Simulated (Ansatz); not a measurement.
**FeI2 (P-3m1): the volume from the results**

```
Fe I
1.0
     4.04000    0.00000    0.00000
    -2.02000    3.49874    0.00000
     0.00000    0.00000    6.75000
Fe I
1 2
Direct
  0.00000 0.00000 0.00000
  0.33333 0.66667 0.25000
  0.66667 0.33333 0.75000
```

The reference geometry is a structure as deposited in COD (the entry's cell lengths or inner coordinates differ somewhat from later room-temperature determinations); nothing is relaxed.

Functional, mesh and filling: PBEsol, 8×8×5 k mesh, Fermi–Dirac smearing of 0.05 eV. PAW means Ansatz 0.2.0 on its default frozen-core files. Site moments are integrated in spheres about the atoms. Start moments (μB): Fe1 3.

The cell is scaled evenly, and every run starts from the same moments. Some of the runs:

```
V/V₀  cell moment (μB)  largest site moment (μB)  F − F(V₀) (meV/atom)  pressure (GPa)
0.86              3.98                      3.35                   -35             2.0
0.92              4.00                      3.41                   -40            -1.0
0.96              4.00                      3.44                   -25            -2.5
```

Q: Another run of the series gave cell moment (μB) = 4.00, largest site moment (μB) = 3.52, F − F(V₀) (meV/atom) = 94, pressure (GPa) = -5.6. At which V/V₀ was it made?
A. 0.74
B. 0.8
C. 1.25
D. 1.1
E. 0.66
F. 1.04

A: D. V/V₀ = 1.1.

Q: Another run of the series gave cell moment (μB) = 3.81, largest site moment (μB) = 3.21, F − F(V₀) (meV/atom) = 12, pressure (GPa) = 5.9. At which V/V₀ was it made?
A. 0.74
B. 1.04
C. 1.1
D. 0.66
E. 1.25
F. 0.8

A: F. V/V₀ = 0.8.

The whole series:

```tsv
V/V₀	cell moment (μB)	largest site moment (μB)	F − F(V₀) (meV/atom)	pressure (GPa)
0.66	0.00	0.00	224	12.6
0.74	3.39	2.89	111	10.7
0.8	3.81	3.21	12	5.9
0.86	3.98	3.35	-35	2.0
0.92	4.00	3.41	-40	-1.0
0.96	4.00	3.44	-25	-2.5
1	4.00	3.47	0	-3.7
1.04	4.00	3.49	33	-4.6
1.1	4.00	3.52	94	-5.6
1.25	4.00	3.58	279	-6.7
```

The PAW files were made with PBE; the program remakes their cores once for the run's functional and then keeps them frozen. Under strong compression frozen cores are worth checking against an all-electron run. The Ansatz runs typed with the search for lower states off end where their start leads. Spin–orbit coupling is left out although heavy atoms are present. The magnetic state is the one that this cell and start allow. It needn't be the compound's measured order, which may need a larger cell or be absent.
